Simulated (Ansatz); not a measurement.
Values for one crystal, relaxed and computed with r²SCAN (plane waves, PAW; program Ansatz); other levels are named.

| Property | Value |
|---|---|
| Volume per atom | 22.74 Å³ |
| Electronic character | metallic (no gap) |
| Pressure derivative B′ | 4.4 |
| Formation energy from the elements (no fitted shifts) | 0.82 eV/atom |
| Elastic constants (relaxed ions, GPa) | C11 = 246, C12 = 49.9, C44 = -29.7 |
| Gap with spin–orbit coupling | none (metallic) |
| Bulk modulus (Birch–Murnaghan fit) | 114 GPa |

Problem. Pick the material that matches.
(A) HgTe, zinc blende
(B) BeTe, rock salt
(C) Ta3As, P4_2/n (Ta on 8g, Ta on 8g, Ta on 8g, As on 8g)
(D) TaTe, rock salt

Solution. D, TaTe, rock salt

Space group Fm-3m (rock salt). The start of the workflow was typed in or built on a structure type; neither database checked (COD, Materials Project) lists it. Its standing as an ambient phase is unchecked. Symmetry was held in the r²SCAN relaxation. At this level the phase is mechanically unstable. No spin polarisation was allowed. Its formation energy is positive at this level, so the cell may be metastable or incomplete. With an odd number of electrons in the cell and no spin polarisation, the count alone makes it a metal. As this level gives no gap, shear constants depend on the k-mesh and smearing (Fermi–Dirac, 0.1 eV here). On the denser mesh and wider smearing of the elastic run this cell carries a stress of 0.3 GPa. The references are the lowest solids computed at this level, not always the standard phases. Spin–orbit coupling is left out wherever it is not named.

Potentials: the later of the program's two PAW sets.
